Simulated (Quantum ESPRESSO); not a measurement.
GaSiGeSN3 (made-up cell, one site empty) (calculated)

All values are calculated (Quantum ESPRESSO 7.5). Calculation on a made-up crystal cell, not a measurement, run twice, once with a planted mistake found by running each candidate: periodic Kohn-Sham density functional theory in plane waves with PseudoDojo standard norm-conserving scalar-relativistic pseudopotentials, each functional with its own files (v0.5 for PBE, v0.4.1 for LDA and PBEsol), no spin polarisation, no spin-orbit coupling, atoms not relaxed, stress positive in tension, energies less a fixed whole-eV offset for each atom's element; levels are Kohn-Sham levels at fractions of this cell's reciprocal vectors, counted from the reference band (half the neutral cell's valence electrons, rounded up) at Gamma; error bars cover cutoff and k-mesh only, not smearing or the files; each bar is the largest change over components, and at least 0.002 eV, 0.002 eV per angstrom or 0.02 GPa; a charged cell sits in a uniform background, with energy and stress on this program's zero of potential; energies are for the whole cell, and the offsets were chosen from early runs and are not element reference energies; a distance is the largest change of any value in units of its error bar (the energy's for the smearing term), a scale change is of lengths, and a coarse mesh keeps the half-step shift.

GaSiGeSN3 (made-up cell, one site empty)

Intended structure:
```
GaSiGeSN3
1.0
      4.6291     0.0125    -0.0028
      0.0125     4.4994    -0.0138
     -0.0028    -0.0138     4.5606
Si Ge Ga S N
1 1 1 1 3
Direct
  -0.00663 -0.00038 0.00890
  -0.00142 0.50370 0.50966
  0.48232 0.49776 0.00428
  0.24705 0.26377 0.26092
  0.25143 0.76047 0.74718
  0.74871 0.23261 0.74262
  0.75305 0.74753 0.24370
```

* lattice type: zincblende/diamond
* empty site: 3
* intended functional: pbe
* intended cutoff: 1143 eV
* intended fermi dirac smearing: 0.025 eV
* intended scf tolerance: 1e-07 eV
* intended electrons removed: 0
* healthy free energy less offsets: 5.699 eV
* healthy scf iterations: 12
* healthy smearing term minus ts: 0 eV
* healthy pressure: 5.41 GPa
* healthy stress xx: -6.62 GPa
* healthy stress yy: -4.24 GPa
* healthy stress zz: -5.38 GPa
* healthy stress yz: -7.89 GPa
* healthy stress xz: 13.86 GPa
* healthy stress xy: -4.4 GPa
* healthy reference band: 26
* faulty free energy less offsets: 27.367 eV
* faulty scf iterations: 12
* faulty smearing term minus ts: 0 eV
* faulty pressure: -206.92 GPa
* faulty stress xx: 205.54 GPa
* faulty stress yy: 208.09 GPa
* faulty stress zz: 207.12 GPa
* faulty stress yz: -7.91 GPa
* faulty stress xz: 14.16 GPa
* faulty stress xy: -4.46 GPa
* faulty reference band: 26
* candidate k points along each vector: 2
* candidate cutoff: 642 eV
* candidate smearing: 0.6 eV
* candidate functional: pbesol
* candidate scf tolerance: 0.3 eV
* candidate electrons removed: 1
* candidate scale change: 1.09 percent
* candidate first exchanged site: 2
* candidate second exchanged site: 5
* intended k mesh: 4 x 4 x 4, shifted by half a step
* structure shown: as intended, without the mistake
* fault kind: low cutoff
* other mistakes compared: 7
* distance from healthy: 10625 error bars
* distance from nearest other mistake: 9535 error bars
* healthy error bar energy: 0.003159 eV
* healthy error bar stress: 0.02 GPa
* healthy error bar force: 0.002613 eV/Å
* healthy error bar next band up: 0.002 eV

Atoms:
```tsv
atoms element	atom site	atom energy offset (eV)
Si	1	-115
Ge	2	-2430
Ga	4	-2080
S	5	-302
N	6	-283
N	7	-283
N	8	-283
```

Healthy forces:
```tsv
site	x (eV/Å)	y (eV/Å)	z (eV/Å)
1	-4.155	-3.992	-4.392
2	-6.223	5.509	5.521
4	5.982	4.966	-5.762
5	2.383	-7.775	2.318
6	-1.971	0.457	1.37
7	1.89	0.066	1.717
8	2.093	0.77	-0.773
```

Healthy levels:
```tsv
level k point	next band up (eV)
Gamma	1.244
(1/2,1/2,1/2)	1.577
(0.15,0,0)	1.454
(0,0.15,0)	1.523
(0,0,0.15)	1.484
```

Faulty forces:
```tsv
site	x (eV/Å)	y (eV/Å)	z (eV/Å)
1	-4.127	-3.982	-4.367
2	-6.226	5.545	5.548
4	5.932	5.005	-5.731
5	2.437	-7.825	2.279
6	-1.917	0.418	1.368
7	1.85	0.09	1.68
8	2.051	0.748	-0.778
```

Faulty levels:
```tsv
level k point	next band up (eV)
Gamma	1.25
(1/2,1/2,1/2)	1.496
(0.15,0,0)	1.462
(0,0.15,0)	1.524
(0,0,0.15)	1.487
```

Candidate mistake: coarse kmesh, low cutoff, wide smearing, wrong functional, loose scf, wrong charge, cell scaled, atoms exchanged
